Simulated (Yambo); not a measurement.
Yambo run on AgBr (space group P2_1/m, No. 11, within 0.06 Å of Fm-3m). The wavefunctions are LDA (Quantum ESPRESSO, PseudoDojo norm-conserving, 86 Ry, scalar-relativistic) ones on a 4×4×2 mesh (26 occupied bands); a = 3.9498 Å, b = 3.9499 Å, c = 5.5795 Å, α = 90.00°, β = 89.86°, γ = 90.00°.

Yambo input:

```
rim_cut
HF_and_locXC
RandQpts= 1000000
RandGvec= 1 Ry
EXXRLvcs= 86 Ry
VXCRLvcs= 344 Ry
% QPkrange
 1 | 1 | 26 | 27 |
 2 | 2 | 26 | 27 |
 6 | 6 | 26 | 27 |
 13 | 13 | 26 | 27 |
 14 | 14 | 26 | 27 |
 17 | 17 | 26 | 27 |
 18 | 18 | 26 | 27 |
%
```

k points by index: 1 = Γ, 2 = (0, 0, -0.5), 6 = (0, -0.5, -0.5), 13 = (-0.5, 0, 0), 14 = (-0.5, 0, -0.5), 17 = (-0.5, -0.5, 0), 18 = (-0.5, -0.5, -0.5).

Resulting energies as the program prints them:

```
#    K-point    Band    Eo [eV]    Ehf [eV]    Vxc [eV]    Vnlxc [eV]
#
    1    26    -2.239380    -5.645914    -13.31445    -16.72099
    1    27    0.374878    4.750065    -11.49766    -7.122477
    2    26    -1.924409    -6.562002    -20.15723    -24.79483
    2    27    3.245751    7.635331    -13.80355    -9.413972
    6    26    -0.001018    -4.134799    -19.82120    -23.95498
    6    27    3.254974    7.703683    -9.678315    -5.229606
    13    26    -0.134174    -4.384306    -19.77375    -24.02389
    13    27    4.746450    9.587171    -10.24877    -5.408051
    14    26    0.000000    -4.131949    -19.83119    -23.96314
    14    27    3.247979    7.695257    -9.677017    -5.229738
    17    26    -2.577374    -9.355622    -24.32802    -31.10627
    17    27    1.153833    5.873673    -12.03127    -7.311434
    18    26    -1.866325    -6.455328    -19.89235    -24.48136
    18    27    3.735294    8.408667    -14.01013    -9.336753
```
Exchange alone, without screening.

Spin-orbit coupling is not included.

Geometry relaxed with LDA.

This is not the ordinary phase of the substance; no match was found in the copy of COD used, and its stability was not checked.
